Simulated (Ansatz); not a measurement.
One starting cell of Sn (a generated trial cell of Sn in the beta-Sn structure type) was relaxed twice with Ansatz (plane waves, PAW, scalar-relativistic): with r2SCAN at 500 eV and with PBE at 420 eV. The r2SCAN result:

```xyz
2
Lattice="-2.9431 2.9431 1.5919 2.9431 -2.9431 1.5919 2.9431 2.9431 -1.5919" Properties=species:S:1:pos:R:3 pbc="T T T"
Sn     0.0000     2.9431     0.7959
Sn     0.0000     0.0000     0.0000
```

```
quantity                           r2SCAN      PBE
--------------------------------  -------  -------
space group                       I4₁/amd  I4₁/amd
volume (Å³/atom)                    27.58      [?]
a (Å)                               5.886      [?]
c (Å)                               3.184      [?]
gap (eV, no spin-orbit coupling)     0.00      [?]
```

**Question.** Fill in the PBE column.

**Answer.** 
- volume (Å³/atom), PBE: 28.42
- a (Å), PBE: 5.948
- c (Å), PBE: 3.213
- gap (eV, no spin-orbit coupling), PBE: 0.00

Both levels end in the same structure; PBE's volume is 3.0 % larger. Neither column is exact.

No spin polarisation in the result.

The run could not lose the symmetry of its start; a randomly shaken copy of 2 atoms returns to this structure.

All atoms sit on sites fixed by symmetry, so only the cell could relax.

Ansatz is a first-principles code.
